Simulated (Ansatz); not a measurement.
What DFT gives for BaTiO3

```
CELL_PARAMETERS angstrom
4.01476 0.00000 0.00000
0.00000 4.01476 0.00000
0.00000 0.00000 8.02953
ATOMIC_POSITIONS crystal
Ba 0.00000 0.00000 0.00000
Ba 0.00000 0.00000 0.50000
Ti 0.50000 0.50000 0.25000
Ti 0.50000 0.50000 0.75000
O 0.50000 0.50000 0.00000
O 0.50000 0.50000 0.50000
O 0.00000 0.50000 0.25000
O 0.00000 0.50000 0.75000
O 0.50000 0.00000 0.25000
O 0.50000 0.00000 0.75000
```

The numbers come from plane-wave PAW DFT (Ansatz): r2SCAN, collinear spin, 500 eV, 6×6×3 Γ-centred k points, methfessel-paxton occupations (width 0.0173 eV). Nothing was relaxed.

The state carries no moments; the state need not be the lowest.

- Stress: The pressure is -2.7 GPa (compression positive), so with the atoms held at these fractions the cell would first shrink.
- Formation energy: -3.40 eV an atom against the elements' usual phases (free molecules for gases, crystals otherwise, with no correction for O₂ or N₂), so it is bound against them; other compounds may still compete. Relaxing would lower it.
- Charges: Bader charges in e: Ba +1.58, Ti +2.32, O -1.30. In the mean Ti gives up most and O takes most.
- Electronic structure: The gap is 2.13 eV, indirect or between spins (the least direct gap found is 2.26 eV).

Origin: a database entry at a rescaled volume. Caveats: the input typed no starting moments.
